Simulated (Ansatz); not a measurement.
Input:

SnGe:
```cif
data_Ge2Sn2
_chemical_formula_sum 'Sn2 Ge2'
_space_group_name_H-M_alt 'C2/m'
_space_group_IT_number 12
_space_group_name_Hall '-C 2y'
_cell_length_a 7.06503
_cell_length_b 3.97472
_cell_length_c 4.23766
_cell_angle_alpha 90.000
_cell_angle_beta 124.867
_cell_angle_gamma 90.000
loop_
_space_group_symop_operation_xyz
  'x, y, z'
  '-x, -y, -z'
  '-x, y, -z'
  'x, -y, z'
  'x+1/2, y+1/2, z'
  '-x+1/2, -y+1/2, -z'
  '-x+1/2, y+1/2, -z'
  'x+1/2, -y+1/2, z'
loop_
_atom_site_label
_atom_site_type_symbol
_atom_site_symmetry_multiplicity
_atom_site_Wyckoff_symbol
_atom_site_fract_x
_atom_site_fract_y
_atom_site_fract_z
_atom_site_occupancy
Sn1 Sn 2 b 0.00000 0.50000 0.00000 1
Ge1 Ge 2 c 0.50000 0.50000 0.50000 1
```
(The calculation used a cell of 2 atoms; values per cell refer to that cell.)

This is the PBE-relaxed structure.

**Question.** All from PBE in the plane-wave PAW code Ansatz, unless another level is named. Give the electronic character.

**Answer.** metallic (no gap).

**Question.** And the formation energy from the elements (no fitted shifts)?

**Answer.** 0.17 eV/atom.

**Question.** Give the density of states at the Fermi level.

**Answer.** 0.51 states/eV per atom (mean over ±0.08 eV).

A made-up cell: these elements were put on the sites of a structure type; neither database checked (COD, Materials Project) lists it. Whether it is the stable phase at ambient conditions was not checked. Symmetry was held in the PBE relaxation; its stability against distortions is not shown here. The references are the lowest solids computed at this level, not always the standard phases. Scalar-relativistic: spin–orbit coupling is off unless named, which matters more the heavier the elements.

Potentials: the later of the program's two PAW sets.
